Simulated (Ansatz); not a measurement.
# SnO2 with sulfur replacing O: gradients before and after relaxing the atoms

Start: a supercell of SnO2 (rutile type, P4_2/mnm) built from a refined structure from the COD, with all atoms left at the host's positions.

Space group Pmm2 (No. 25); a = 6.7005, b = 9.5595, c = 6.7005 Å.

| site | Wyckoff | site symmetry | x | y | z |
| --- | --- | --- | --- | --- | --- |
| Sn1 | 1a | mm2 | 0.0000 | 0.0000 | 0.0000 |
| Sn2 | 2g | m.. | 0.0000 | 0.3333 | 0.0000 |
| Sn4 | 1c | mm2 | 0.5000 | 0.0000 | 0.5000 |
| Sn5 | 2h | m.. | 0.5000 | 0.3333 | 0.5000 |
| Sn7 | 2g | m.. | 0.0000 | 0.1667 | 0.5000 |
| Sn8 | 1b | mm2 | 0.0000 | 0.5000 | 0.5000 |
| Sn10 | 2h | m.. | 0.5000 | 0.1667 | 0.0000 |
| Sn11 | 1d | mm2 | 0.5000 | 0.5000 | 0.0000 |
| S | 1a | mm2 | 0.0000 | 0.0000 | 0.3071 |
| O14 | 2g | m.. | 0.0000 | 0.3333 | 0.3071 |
| O16 | 1c | mm2 | 0.5000 | 0.0000 | 0.8071 |
| O17 | 2h | m.. | 0.5000 | 0.3333 | 0.8071 |
| O19 | 4i | 1 | 0.3071 | 0.1667 | 0.5000 |
| O20 | 2f | .m. | 0.3071 | 0.5000 | 0.5000 |
| O22 | 4i | 1 | 0.8071 | 0.1667 | 0.0000 |
| O23 | 2f | .m. | 0.8071 | 0.5000 | 0.0000 |
| O25 | 1a | mm2 | 0.0000 | 0.0000 | 0.6929 |
| O26 | 2g | m.. | 0.0000 | 0.3333 | 0.6929 |
| O28 | 1c | mm2 | 0.5000 | 0.0000 | 0.1929 |
| O29 | 2h | m.. | 0.5000 | 0.3333 | 0.1929 |

One atom of each set is listed; the run and its k-mesh use a cell of 36 atoms with edges of 6.70, 6.70, 9.56 Å.

Method: Kohn–Sham DFT in Ansatz, PBE, plane waves and PAW, scalar-relativistic, 420 eV cutoff, Γ-centred 3×3×2 k-points, Fermi–Dirac smearing 0.01 eV.

The largest force at the start is 9.0 eV/Å. Relaxing the ions at fixed cell moves them by 0.260 Å at most (atom 1, Sn) and 0.104 Å rms.

```tsv
site	moved (Å)	first shell before	first shell after	V_zz before (10²¹ V/m²)	η before
Sn1	0.260	5 O at 2.05–2.06 Å, 1 S at 2.06 Å	5 O at 1.90–2.09 Å, 1 S at 2.22 Å	-15.22	0.68
Sn2	0.036	6 O at 2.05–2.06 Å	6 O at 2.02–2.05 Å	-5.68	0.87
Sn4	0.004	6 O at 2.05–2.06 Å	6 O at 2.05–2.08 Å	-5.83	0.80
Sn7	0.195	5 O at 2.05–2.06 Å, 1 S at 2.05 Å	5 O at 1.98–2.06 Å, 1 S at 2.31 Å	-16.97	0.10
Sn10	0.023	6 O at 2.05–2.06 Å	6 O at 2.05–2.08 Å	-5.62	0.91
Sn11	0.069	6 O at 2.05–2.06 Å	6 O at 2.04–2.06 Å	-5.70	0.87
S	0.097	3 Sn at 2.05–2.06 Å	3 Sn at 2.22–2.31 Å	-12.12	0.05
O14	0.003	3 Sn at 2.05–2.06 Å	3 Sn at 2.02–2.04 Å	-10.22	0.18
O22	0.168	3 Sn at 2.05–2.06 Å	3 Sn at 2.05–2.09 Å	-10.12	0.16
O28	0.013	3 Sn at 2.05–2.06 Å	3 Sn at 2.05–2.08 Å	-10.25	0.10
```

(1) How do the gradients change?

Answers

(1) 

| site | V_zz after | η after | change of V_zz |
| --- | --- | --- | --- |
| Sn1 | -21.0 | 0.47 | -5.74 |
| Sn2 | -5.38 | 0.68 | +0.30 |
| Sn4 | 7.26 | 0.11 | – |
| Sn7 | -10.42 | 0.41 | +6.55 |
| Sn10 | 6.18 | 0.40 | – |
| Sn11 | 5.14 | 0.83 | – |
| S | -14.52 | 0.17 | -2.40 |
| O14 | -10.01 | 0.39 | +0.21 |
| O22 | -10.16 | 0.24 | -0.04 |
| O28 | -10.95 | 0.21 | -0.70 |

The largest change of V_zz along a kept axis is on Sn7, from -16.97 to -10.42. In per cent, |V_zz| changes by -39 to +38 on Sn, +20 on S, -2 to +7 on O (all sites that start above 0.5, bar those whose gradient vanishes or changes sign or whose main axis turns by over 40°). Where |V_zz| stays above 0.1 and the axes keep their order, η moves most on Sn7, from 0.10 to 0.41. On Sn4, Sn11, Sn10 the largest principal value lies along another axis in the second run, so the two V_zz can't be compared directly. The table leaves out 10 of the 20 sites, with |V_zz| up to 10.64; their tensors move by 1.59 at most along any direction. The statements above cover all sites. The host's own positions weren't relaxed first, so part of the change far from the defect can be the host's relaxation.

The defect repeats with the cell of 36 atoms, so it feels its images: sites between two images don't show the values beside a lone defect, and zeros or small values of η there can come from the images' arrangement. O and Sn carry a gradient in the pure host already, so the values there aren't the defect's effect alone.
Before: Without spin–orbit coupling (the program notes it for Sn) the gradients are little affected as a rule: paired runs on crystals with a gap mostly move them by under 2 % at such atoms. The cell keeps the host's lattice, where the PBE pressure is 20 GPa. The neighbours have not yet relaxed around the defect (largest force 9.0 eV/Å), so the values at and beside it are those of a strained start, not of the defect in a real crystal.
After: The relaxation keeps the site symmetry mm2 of the start, so the impurity can move only along its axis; a start off the site could end lower. Without spin–orbit coupling (the program notes it for Sn) the gradients can shift somewhat, as the gap is small. The cell keeps the host's lattice, where the PBE pressure is 17 GPa.
